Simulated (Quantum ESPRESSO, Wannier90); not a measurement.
## Wannierisation of ZnS (wurtzite)

```
ZnS
1.0
    3.80580     0.00000     0.00000
   -1.90290     3.29592     0.00000
    0.00000     0.00000     6.23798
Zn S
2 2
Direct
  0.33333   0.66667   0.00014
  0.66667   0.33333   0.50014
  0.33333   0.66667   0.37486
  0.66667   0.33333   0.87486
```

Materials Project entry mp-560588; symmetrised, unrelaxed at this level. COD (Crystallography Open Database) has the formula in 4 space groups, this one among them (matched by group alone). Level: PBEsol, no spin polarisation, no spin-orbit coupling; pw.x of Quantum ESPRESSO at 68 Ry with PseudoDojo potentials, 12×12×4 k-points, Wannier90. Density: 12×12×6 mesh, cold smearing 0.01 Ry.

Valence charges of the files: Zn 20, S 6. 48 bands were computed.

Isolated groups of bands, relative to the valence-band maximum (bands from 27 on overlap up to the last one computed):

```tsv
bands	from (eV)	to (eV)	filling	weight on atomic waves
1–2	-124.70	-124.70	filled	Zn 3s 100 %
3–8	-78.99	-78.99	filled	Zn 3p 100 %
9–10	-13.23	-11.94	filled	S 3s 84 %, Zn 4s 11 %
11–26	-6.43	0.00	filled	Zn 3d 62 %, S 3p 32 %
```

Wanted is a model with the orbitals Zn s p d, S s p, without the filled groups that are mainly made of other shells (semicore states, and anion s where it isn't named); all higher bands stay in for disentanglement.

Task: Give num_wann, exclude_bands and num_bands, and the number of electrons that the model holds.

Result: Electrons: 2×20 + 2×6 = 52, which fill 26 bands.
num_wann = 2×9 + 2×4 = 26.
exclude_bands = 1-8, 8 bands, so num_bands = 48 − 8 = 40.
The model holds 52 − 2×8 = 36 electrons. With the window frozen to 3.58 eV it follows pw.x to 0.7 meV rms (states up to 3.1 eV relative to the valence-band maximum).
